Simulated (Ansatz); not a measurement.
**Slab of hcp Zn (0001), 4 layers**

The slab is cut from the hcp crystal, the stable phase, as relaxed on PAW files (14.28 Å³/atom), with 16 Å of vacuum and a dipole correction:

```
CELL_PARAMETERS angstrom
2.58970 0.00000 0.00000
-1.29485 2.24274 0.00000
0.00000 0.00000 23.37650
ATOMIC_POSITIONS crystal
Zn 0.83333 0.16667 0.34223
Zn 0.16667 0.83333 0.44741
Zn 0.83333 0.16667 0.55259
Zn 0.16667 0.83333 0.65777
```

Computed with Ansatz 0.2.0; functional PBEsol, scalar-relativistic. Settings: a Γ-centred 16×16×1 k mesh, Fermi–Dirac smearing of 0.1 eV, no spin polarisation. Methods: LAPW: all electrons, basis error target 1 meV/atom; PAW: frozen-core files, cutoff 420 eV.

The bulk energy comes from a cell in the slab's orientation on a 16×16×8 mesh. The surface energy is (E(slab) − N·E(bulk))/2A at zero smearing, the mean of both faces; thin slabs carry quantum-size effects.

The PAW files were made under PBE.

Q: As cut, the LAPW slab lies 0.362 eV above 4 atoms of bulk. What surface energy is that?

A: Over two faces of 5.81 Å² it is 31.1 meV/Å², and times 16.02 J/m² per eV/Å² that gives γ = 0.499 J/m².

| method | γ as cut (J/m²) | γ relaxed (J/m²) | Φ as cut (eV) | Φ relaxed (eV) |
| --- | --- | --- | --- | --- |
| LAPW | 0.499 | 0.457 | 4.09 | 4.19 |
| PAW | 0.498 | 0.456 | 4.09 | 4.19 |

Q: How do the spacings between the planes relax?

A: From the bottom face up: d12 -2.3 % of 2.459 Å, d23 -5.9 % of 2.459 Å, d34 -2.3 % of 2.459 Å.

Q: What changes if the vacuum is set to 22 Å?

A: LAPW then gives: no gap, work function 4.19 eV; PAW: no gap, work function 4.19 eV.

Q: A field of 0.1 V/Å is applied along the normal, atoms held. What follows?

A: LAPW finds an induced dipole of 0.0325 e·Å a cell (PAW 0.0325), that is 10.13 Å for 4πα over the area, against 7.12 Å between the outer atoms.

Q: A 2p core hole is made on one atom of each kind in every 1×1 cell (PAW hole dataset, neutral cell, valence without spin). What does it cost by layer?

A: layer 1 1025.32 eV, layer 2 1025.50 eV. Shifts between layers mean more than the absolute values, and a whole layer of holes screens otherwise than one hole.
